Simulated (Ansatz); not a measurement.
Relaxed-ion elastic tensor of HfO₂ in space group Pca2_1 (No. 29; Hf on 4a, O on 4a, O on 4a) in GPa (Voigt order), the program Ansatz at the r²SCAN level (PAW); density 10.47 g/cm³, 11.13 Å³ per atom.

```json
[
 {"": "1", "1": "390", "2": "148", "3": "112", "4": "0.0", "5": "0.0", "6": "0.0"},
 {"": "2", "1": "148", "2": "418", "3": "134", "4": "0.0", "5": "0.0", "6": "0.0"},
 {"": "3", "1": "112", "2": "134", "3": "411", "4": "0.0", "5": "0.0", "6": "0.0"},
 {"": "4", "1": "0.0", "2": "0.0", "3": "0.0", "4": "97.4", "5": "0.0", "6": "0.0"},
 {"": "5", "1": "0.0", "2": "0.0", "3": "0.0", "4": "0.0", "5": "93.9", "6": "0.0"},
 {"": "6", "1": "0.0", "2": "0.0", "3": "0.0", "4": "0.0", "5": "0.0", "6": "137"}
]
```

Q: Is the crystal mechanically stable?

A: Yes: the smallest eigenvalue of C is 93.9 GPa.

Q: Work out the Voigt, Reuss and Hill averages.

A: K_V = 223, K_R = 222, K_H = 223; G_V = 121, G_R = 117, G_H = 119 GPa.

Q: Give Young's modulus, Poisson's ratio, Pugh's ratio and the universal anisotropy index.

A: E = 9KG/(3K + G) = 302 GPa; ν = 0.27; K/G = 1.88 (ductile by the Pugh limit of 1.75); A_U = 5G_V/G_R + K_V/K_R − 6 = 0.18.

Q: Estimate the sound speeds and the Debye temperature.

A: v_l = √((K + 4G/3)/ρ) = 6030 m/s, v_t = √(G/ρ) = 3370 m/s, mean 3750 m/s; Θ = (h/k)(3n/4πV)^(1/3) v_m = 500 K.

Q: How much does each axis shrink under pressure?

A: Linear compressibilities β_i = Σ_j S_ij (j = 1 to 3): x 1.6, y 1.3, z 1.6 per TPa.

The r²SCAN relaxation kept the symmetry of its start. The run is not spin-polarised. Spin–orbit coupling is left out wherever it is not named.

Potentials: the later of the program's two PAW sets.
